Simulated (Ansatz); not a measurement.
A relaxed cell of In3As is given with its symmetry left out. The cell was found from a structure generator's guess, not taken from experiment.

These are results of DFT PBE, scalar-relativistic, plane waves, PAW (Ansatz), not measurements. Cutoff 420 eV, Γ-centred mesh, Gaussian smearing, no spin polarisation.

```xyz
4
Lattice="-2.7782 2.7782 3.3197 2.7782 -2.7782 3.3197 2.7782 2.7782 -3.3197" Properties=species:S:1:pos:R:3 pbc="T T T"
In    0.0000    0.0000    3.3197
In    0.0000    2.7782    1.6598
In    2.7782    0.0000    1.6598
As    0.0000    0.0000    0.0000
```

Formation energies are uncorrected and refer to the elements' standard structures at the same level.

**Question.** What space group does it have?

**Answer.** I4/mmm (No. 139). Conventional cell: a = 5.556 Å, c = 6.639 Å. In on a site of symmetry 4/mmm is surrounded by 8 In at 3.24 Å, 2 As at 3.32 Å and 4 As at 3.93 Å; In on a site of symmetry -4m2 is surrounded by 4 As at 3.24 Å, 6 In at 3.24–3.32 Å and 4 In at 3.93 Å; As has 10 In at 3.24–3.32 Å and 4 In at 3.93 Å.

**Question.** How far does it lie from the elements in energy?

**Answer.** +0.09 eV/atom. A positive value: parting into the elements would lower its energy.

**Question.** Is it a metal?

**Answer.** Yes, bands cross the Fermi level on the 12×12×12 mesh.

The last run used a 12×12×12 mesh for its 4-atom cell and Gaussian smearing of 0.10 eV. The reference form of As is held partly by dispersion forces, which this level lacks. A structure relaxed within its symmetry needn't be a true minimum. Another cell of In3As relaxed alike, in Pm-3m (a Materials Project cell), lies 15 meV/atom lower, so this cell isn't the stable form at this level.
